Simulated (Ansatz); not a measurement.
GaP: pressure against volume

GaP, F-43m, a = 5.451 Å. Ansatz: r2SCAN, PAW, 500 eV, Γ-centred 8×8×8 mesh on 2 atoms, Gaussian smearing 0.02 eV; no spin polarisation. Symmetry fixes shape and atoms, so the cell is only scaled; pressure is positive in compression.

| V (Å³/atom) | P (GPa) |
| --- | --- |
| 17.812 | 14.88 |
| 18.419 | 10.23 |
| 19.026 | 6.28 |
| 19.633 | 2.91 |
| 20.240 | 0.04 |
| 20.848 | -2.39 |
| 21.455 | ? |
| 22.264 | -6.74 |

Task: Take V0 = 20.240 Å³/atom, count pressures from its P0 = 0.04 GPa, fit the third-order Birch–Murnaghan form to the other rows, and predict the missing pressure.

Result: With the Eulerian strain f = ½[(V0/V)^(2/3) − 1] and y = (P − P0)/[3f(1 + 2f)^(5/2)], the form is the line y = B0 + 1.5 B0 (B0′ − 4) f. Rows (f, y): 0.04446, 89.9; 0.03243, 89.5; 0.02105, 89.1; 0.01025, 88.7; -0.00977, 87.1; -0.03078, 86.1. Means f = 0.01127, y = 88.400; Σ(Δf)² = 0.003857, ΣΔfΔy = 0.2037; the slope is their ratio. y = 87.80 + 52.81 f GPa, so B0 = 87.8 GPa and B0′ = 4 + 2 × (52.81)/(3 × 87.80) = 4.40. At V = 21.455, f = -0.01906, y = 86.79 and P = -4.46 GPa. The run gave -4.46 GPa, the same to the digits shown.